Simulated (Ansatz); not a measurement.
The end of the path is a generated cell of Y2Si: the first start was made by a random draw of sites in a space group, and the end was not matched to a known phase here, so it may be hypothetical.

A geometry of Y2Si away from equilibrium: the start of the relaxation of a randomly generated symmetric cell of Y2Si (space group No. 129). The numbers are results of r2SCAN (plane waves to 500 eV, PAW, scalar-relativistic; Ansatz, an electronic-structure program), not measurements. Γ-centred k-mesh 7×7×5 on the run's cell, Fermi–Dirac smearing 0.05 eV.

```xyz
6
Lattice="4.9412 0.0000 0.0000 0.0000 4.9412 0.0000 0.0000 0.0000 6.4873" Properties=species:S:1:pos:R:3 pbc="T T T"
Si     0.0000     2.4706     0.1091
Si     2.4706     0.0000     6.3782
Y      2.4706     2.4706     0.0000
Y      0.0000     0.0000     0.0000
Y      0.0000     0.0000     3.2436
Y      2.4706     2.4706     3.2436
```

Task: Give the Cartesian forces on all atoms (eV/Å).

Result: 
| atom | Fx | Fy | Fz |
|---|---|---|---|
| Si1 | 0.00 | 0.00 | 1.06 |
| Si2 | 0.00 | 0.00 | -1.06 |
| Y3 | 0.00 | 0.00 | 0.00 |
| Y4 | 0.00 | 0.00 | 0.00 |
| Y5 | 0.00 | 0.00 | 0.00 |
| Y6 | 0.00 | 0.00 | 0.00 |

Task: What is the pressure?

Result: +18.2 GPa, compression positive.

Task: How much energy per atom can still be gained by relaxing?

Result: 1.58 eV/atom; the path ends in Fm-3m (No. 225) (AFLOW prototype AB2_cF12_225_a_c (C1, as in CaF2)).

No spin polarisation in the result.

The run could not lose the symmetry of its start: the end is stationary, and may be a saddle point rather than a minimum.
